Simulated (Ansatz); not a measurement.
Harmonic vibrational thermodynamics of Be (hcp (Mg type), space group No. 194) at fixed volume, PBEsol (plane waves, PAW; program Ansatz). The rows extrapolate the 0 K crystal and know nothing of melting or changes of phase.

| T (K) | F_vib (meV/atom) | S (J/K per mol of atoms) | C_V (J/K per mol of atoms) |
|---|---|---|---|
| 50 | 94.6 | 0.0 | 0.1 |
| 100 | (withheld) | (withheld) | 1.6 |
| 200 | 92.5 | 3.9 | 9.5 |
| 300 | 85.9 | 9.0 | 15.5 |
| 400 | 74.0 | 13.9 | 18.9 |
| 600 | 36.0 | 22.3 | 22.0 |
| 800 | -17.2 | (withheld) | (withheld) |
| 1000 | (withheld) | (withheld) | 23.8 |

Question: What belongs in the gaps?

Answer: 
- 100, S (J/K per mol of atoms): 0.4
- 100, F_vib (meV/atom): 94.5
- 800, C_V (J/K per mol of atoms): 23.2
- 800, S (J/K per mol of atoms): 28.8
- 1000, S (J/K per mol of atoms): 34.1
- 1000, F_vib (meV/atom): -82.5

Space group P6_3/mmc (hcp (Mg type)). Symmetry was held in the PBEsol relaxation.

Potentials: the earlier of the program's two PAW sets. The files were generated under PBE; for other functionals the program regenerates the frozen cores, and for LDA and PBEsol the local potential too.
